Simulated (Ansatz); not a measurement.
Here is the system:

SrTiO3:
Space group Pm-3m (No. 221); a = b = c = 3.907 Å, α = β = γ = 90.00°

| atom | site | symmetry | x | y | z |
|---|---|---|---|---|---|
| Sr | 1a | m-3m | 0.0000 | 0.0000 | 0.0000 |
| Ti | 1b | m-3m | 0.5000 | 0.5000 | 0.5000 |
| O | 3c | 4/mm.m | 0.0000 | 0.5000 | 0.5000 |

This is the r²SCAN-relaxed structure.

Question: All from the program Ansatz at the r²SCAN level (PAW), unless another level is named. Predict the HSE06 gap on the r²SCAN cell.

Answer: 3.32 eV.

Question: And the band gap?

Answer: 2.26 eV (indirect).

Question: Give the weight of the valence-edge state by species (Voronoi cells).

Answer: O 99 %.

The r²SCAN relaxation kept the symmetry of its start. No spin polarisation was allowed. Scalar-relativistic: spin–orbit coupling is off unless named, which matters more the heavier the elements.

Potentials: the later of the program's two PAW sets.
